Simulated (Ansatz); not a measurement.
# TaN: frozen-core PAW against all-electron methods

```
CELL_PARAMETERS angstrom
2.99562 0.00000 0.00000
-1.49781 2.59428 0.00000
0.00000 0.00000 2.93954
ATOMIC_POSITIONS crystal
Ta 0.33333 0.66667 0.50000
N 0.00000 0.00000 0.00000
```

Atoms are numbered in the order listed.

The geometry is COD entry 1538016, unchecked; take it as a test cell. The listed cell was then made from it by scaling, straining or moving an atom.

No spin–orbit coupling, which matters for the heavy atoms here.

Methods: DFT, LDA, PAW with Ansatz's default frozen-core files, scalar-relativistic (Ansatz 0.2.0); DFT, LDA, all-electron PAW with datasets made for the crystal, scalar-relativistic (Ansatz 0.2.0); DFT, LDA, all-electron LAPW, scalar-relativistic (Ansatz 0.2.0).

For PAW: a Γ-centred 12×12×10 k mesh, Fermi–Dirac smearing of 0.02 eV, cutoff 420 eV, no spin polarisation; the PAW files were made with PBE, and the program remakes their frozen cores for this functional. The crystal-made all-electron datasets (AE datasets) take a cutoff of 460 eV at this cell. LAPW targets a basis error of 0.25 meV/atom. The Ansatz runs share mesh, smearing and spin set-up. Plane-wave (PAW) pressures include the program's estimate of the Pulay term.

Stress and pressure are positive in compression.

The change that made this cell: volume scaled by 1.06.

Spin–orbit coupling is left out, which moves gradients at and beside heavy atoms by some per cent and at worst by a factor of two.

In a metal, gradients converge slowly with the k mesh: the values move by tens of per cent from one mesh to another, at times in sign, so only the comparison on one mesh counts.

```json
{"quantity": "pressure (GPa)", "PAW": "?", "AE datasets": "-28.27", "LAPW": "-28.27"}
{"quantity": "stress xx (GPa)", "PAW": "?", "AE datasets": "-27.09", "LAPW": "-27.09"}
{"quantity": "stress zz (GPa)", "PAW": "-30.85", "AE datasets": "-30.64", "LAPW": "-30.64"}
{"quantity": "field gradient Vzz at Ta1 (10²¹ V/m²)", "PAW": "5.84", "AE datasets": "?", "LAPW": "–"}
```

Task: What belongs in the row "field gradient Vzz at Ta1 (10²¹ V/m²)", column "AE datasets"?

Result: 6.45.

Task: What belongs in the row "stress xx (GPa)", column "PAW"?

Result: -27.28.

Task: Fill in "PAW" for the row "pressure (GPa)".

Result: -28.47.
